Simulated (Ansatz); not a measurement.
Al₂Cu:
```
CELL_PARAMETERS angstrom
     -3.02569     3.02569     2.44364
      3.02569    -3.02569     2.44364
      3.02569     3.02569    -2.44364
ATOMIC_POSITIONS crystal
  Cu 0.75000 0.75000 0.00000
  Cu 0.25000 0.25000 0.00000
  Al 0.15863 0.65863 0.81726
  Al 0.65863 0.84137 0.50000
  Al 0.84137 0.34137 0.18274
  Al 0.34137 0.15863 0.50000
```

Relaxed with PBE. Special points in fractions of this cell's reciprocal vectors: Γ (0.000, 0.000, 0.000); X (0.000, 0.000, 0.500); M (-0.500, 0.500, 0.500); Z (0.413, 0.413, -0.413); Z0 (-0.413, 0.587, 0.413); P (0.250, 0.250, 0.250); N (0.000, 0.500, 0.000).

Problem. List the band energies nearest the Fermi level at these points for DFT-PBE in the program Ansatz with PAW potentials.

Solution. In eV from the Fermi level; about four levels below and three above (degenerate sets whole), none deeper than 8.9 eV; points with the same levels are listed once.

```
k                    below                above
-  -----------------------  -------------------
Γ  -1.20 -1.20 -0.80 -0.36       0.09 1.43 1.43
X  -1.43 -1.26 -0.98 -0.66       0.82 1.27 4.63
M  -3.28 -3.16 -3.16 -1.78       2.53 2.94 2.94
Z  -3.24 -3.20 -3.20 -1.08       1.53 1.79 1.79
P  -3.88 -3.88 -3.68 -3.68  0.41 0.41 0.78 0.78
N  -3.04 -3.04 -2.55 -2.55  0.24 0.24 4.05 4.05
```

Space group I4/mcm. The cell was relaxed with PBE under the symmetry of its start; of distortions, only those at the zone centre were tested. The run is not spin-polarised.

Potentials: the later of the program's two PAW sets.
